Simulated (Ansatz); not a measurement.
Hf2Si:
```
CELL_PARAMETERS angstrom
     -3.27973     3.27973     2.58412
      3.27973    -3.27973     2.58412
      3.27973     3.27973    -2.58412
ATOMIC_POSITIONS crystal
  Hf 0.34348 0.15652 0.50000
  Hf 0.65652 0.84348 0.50000
  Hf 0.15652 0.65652 0.81305
  Hf 0.84348 0.34348 0.18695
  Si 0.25000 0.25000 0.00000
  Si 0.75000 0.75000 0.00000
```

Relaxed with r²SCAN. Special points in fractions of this cell's reciprocal vectors: Γ (0.000, 0.000, 0.000); X (0.000, 0.000, 0.500); M (-0.500, 0.500, 0.500); Z (0.405, 0.405, -0.405); Z0 (-0.405, 0.595, 0.405); P (0.250, 0.250, 0.250); N (0.000, 0.500, 0.000).

**Question.** List the band energies nearest the Fermi level at these points for r²SCAN in the plane-wave PAW code Ansatz.

**Answer.** In eV from the Fermi level; about four levels below and three above (degenerate sets whole), none deeper than 8.9 eV; points with the same levels are listed once.

```json
[
 {"k": "Γ", "below": "-1.43 -1.43 -1.19 -1.01", "above": "2.20 2.25 2.29"},
 {"k": "X", "below": "-1.59 -1.19 -0.85 -0.55", "above": "1.40 1.46 1.83"},
 {"k": "M", "below": "-2.13 -2.13 -0.90 -0.55", "above": "0.08 0.35 0.40 0.40"},
 {"k": "Z", "below": "-2.15 -2.15 -1.10 -0.30 -0.08", "above": "0.60 0.60 0.84"},
 {"k": "P", "below": "-0.91 -0.91 -0.73 -0.73", "above": "0.31 0.31 2.36 2.36"},
 {"k": "N", "below": "-0.84 -0.84 -0.55 -0.55", "above": "0.19 0.19 2.13 2.13"}
]
```

Space group I4/mcm. The workflow started from a Materials Project entry (that database holds measured and hypothetical structures alike); the Crystallography Open Database copy checked does not list it. Whether it is the stable phase at ambient conditions was not checked. The r²SCAN relaxation kept the symmetry of its start; whether a distortion lowers the energy is not shown. No spin polarisation was allowed. Scalar-relativistic: spin–orbit coupling is off unless named, which matters more the heavier the elements.

Potentials: the earlier of the program's two PAW sets.
